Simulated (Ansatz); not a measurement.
A relaxed 1×1 slab of 5 planes, cut along (0001) from a hcp crystal of one element, has a cell area of 5.11 Å² and a bulk spacing of 1.959 Å between its first planes. All-electron LAPW in Ansatz 0.2.0 (LDA, scalar-relativistic, ferromagnetic start) gives γ = 2.78 J/m², Φ = 5.41 eV and a change of the outer spacing of -2.5 %, with 1.65 μB on the outer atom. The hcp structure needn't be the element's own.

Q: Which element is it?

A: Co. Other candidates weren't computed, and some may come near.
